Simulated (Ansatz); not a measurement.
A crystal relaxed with r2SCAN in Ansatz has space group P6_3mc (No. 186) and a = 2.548 Å, c = 8.375 Å.

| atom | site | x | y | z |
| --- | --- | --- | --- | --- |
| B | 2a | 0.0000 | 0.0000 | 0.0004 |
| B | 2b | 0.3333 | 0.6667 | 0.2497 |
| Xx | 2a | 0.0000 | 0.0000 | 0.1870 |
| Xx | 2b | 0.3333 | 0.6667 | 0.4379 |

With r2SCAN the valence top lies at Γ and the conduction bottom at M, 6.08 eV higher; the smallest vertical gap, at M, is 8.19 eV. The HSE06 gap is indirect, 6.91 eV (Γ to M), below the direct gap of 9.11 eV at M. With PBE the valence top lies at Γ and the conduction bottom at M, 5.53 eV higher; the smallest vertical gap, at M, is 7.57 eV. Meshes: r2SCAN 12×12×4, HSE06 6×6×2, PBE 12×12×4. r2SCAN's ε∞ is 4.4 along x and y, 4.5 along z.

Task: Which element is Xx?
A. N
B. Bi
C. As
D. P

Result: A. Xx is N: BN built on the 4H polytype prototype. Around B lie 4 N at 1.56 Å; around B lie 4 N at 1.56–1.58 Å; around N lie 4 B at 1.56 Å; around N lie 4 B at 1.56–1.58 Å.

Spin-unpolarised throughout. Whether this structure exists isn't addressed.

The meshes of the hybrids are coarse, so their gaps aren't converged to the digits shown.
